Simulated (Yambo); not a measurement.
```xyz
5
Lattice="3.1877 1.8404 2.6221 -3.1877 1.8404 2.6221 0.0000 -3.6809 2.6221" Properties=species:S:1:pos:R:3 pbc="T T T"
O     -1.8024     1.0406     1.7699
O      0.0000    -2.0812     1.7699
O      1.8024     1.0406     1.7699
Rb     0.0000     0.0000     4.0562
I      0.0000     0.0000     0.0083
```

RbIO3 (space group R3m, No. 160): mean Im ε in 1 eV windows above the direct gap of 4.36 eV, for different electron-hole kernels (Yambo, broadening 0.15 eV, PBEsol (Quantum ESPRESSO, PseudoDojo norm-conserving, 84 Ry, with spin-orbit coupling) bands; 4×4×4 mesh, 18 valence and 6 conduction bands, static screening with 102 bands and a 3 Ry block, scissor 1.76 eV, Tamm-Dancoff; field along x).

```
window (eV)  independent quasiparticles  RPA (no attraction)  BSE
-----------  --------------------------  -------------------  ---
4.4 to 5.4                          1.9                  1.1  2.4
5.4 to 6.4                          3.9                  2.2  2.7
6.4 to 7.4                          3.4                  2.0  3.2
7.4 to 8.4                          4.0                  2.2  1.9
8.4 to 9.4                          3.2                  2.4  1.0
```

This run doesn't resolve bound excitons or single peaks, so only averages are given, and they too depend on the mesh; weight that the attraction moves below the gap isn't listed. All transitions below 9.88 eV are in the band window. The scissor comes from a G0W0 run whose convergence isn't established.

Geometry of the Materials Project entry, not relaxed at this level.

The structure is a Materials Project entry; no match was found in the copy of COD used, and its stability was not checked.
